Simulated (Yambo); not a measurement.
```
CsMo2AlO8
1.0
    5.65032     0.00000     0.00000
   -2.82516     4.89332     0.00000
    0.00000     0.00000     8.26479
O Al Mo Cs
8 1 2 1
Direct
  0.33333   0.66667   0.91434
  0.66667   0.33333   0.08566
  0.15751   0.31501   0.63584
  0.84250   0.68499   0.36416
  0.68499   0.84250   0.63584
  0.31501   0.15751   0.36416
  0.15751   0.84250   0.63584
  0.84250   0.15751   0.36416
  0.00000   0.00000   0.50000
  0.33333   0.66667   0.70221
  0.66667   0.33333   0.29779
  0.00000   0.00000   0.00000
```

Response from Yambo on norm-conserving PBEsol (Quantum ESPRESSO, 84 Ry, without SOC) bands: 3×3×2 mesh, 177 bands, 3 Ry local-field block, 0.2 eV broadening.

Q: Give the static electronic dielectric constant without and with local fields along each axis.

A: 
| field along | ε(0), independent particles | ε(0), RPA with local fields | refractive index √ε |
|---|---|---|---|
| x | 3.83 | 2.88 | 1.70 |
| z | 3.94 | 2.70 | 1.64 |
Electronic (clamped-ion) response only. PBEsol gaps are usually too small, which raises these values. Convergence of the RPA response with its 3×3×2 mesh was not tested. x, y and z are Cartesian axes of the cell as given.

Geometry of the Materials Project entry, not relaxed at this level.
